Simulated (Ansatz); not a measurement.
A geometry of TiC away from equilibrium: step 3 of the relaxation of a relaxed TiC cell displaced along its unstable phonon at q = (0, 0, ½) of its primitive reciprocal cell (251i cm⁻¹), largest move 0.15 Å. These are PBEsol (plane waves to 420 eV, PAW, scalar-relativistic; Ansatz, an electronic-structure program) values and carry that method's errors. Γ-centred k-mesh 7×7×6 on the run's cell (coarser than for final values), Fermi–Dirac smearing 0.05 eV.

```xyz
12
Lattice="5.2972 0.0000 0.0000 -2.6486 4.5875 0.0000 0.0000 0.0000 5.8287" Properties=species:S:1:pos:R:3 pbc="T T T"
Ti     2.6486     0.0000     0.0148
Ti     2.6486     0.0000     2.8996
Ti     1.3243     2.2937     0.0148
Ti     1.3243     2.2937     2.8996
Ti    -1.3243     2.2937     0.0148
Ti    -1.3243     2.2937     2.8996
C      0.0000     0.0000     0.5341
C      0.0000     0.0000     2.3802
C      0.0000     3.0583     1.4572
C      0.0000     3.0583     4.3716
C      2.6486     1.5292     1.4572
C      2.6486     1.5292     4.3716
```

Q: Which atoms carry the largest force, and which way does it point?

A: 2.81 eV/Å, on C7, C8 (atoms numbered as listed); on C7 its components are (0.00, 0.00, 2.81).

Q: What is the pressure?

A: -0.2 GPa, compression positive.

Q: How far above the relaxed end point is this geometry?

A: 0.10 eV/atom; the path ends in P6/mmm (No. 191).

No spin polarisation in the result.

The run could not lose the symmetry of its start, so the end can be a saddle point.

The end of the path is a generated cell of TiC: the first start was made by placing the elements on the sites of a structure type, and the end was not matched to a known phase here, so it may be hypothetical. Known forms of TiC include space group No. 225.
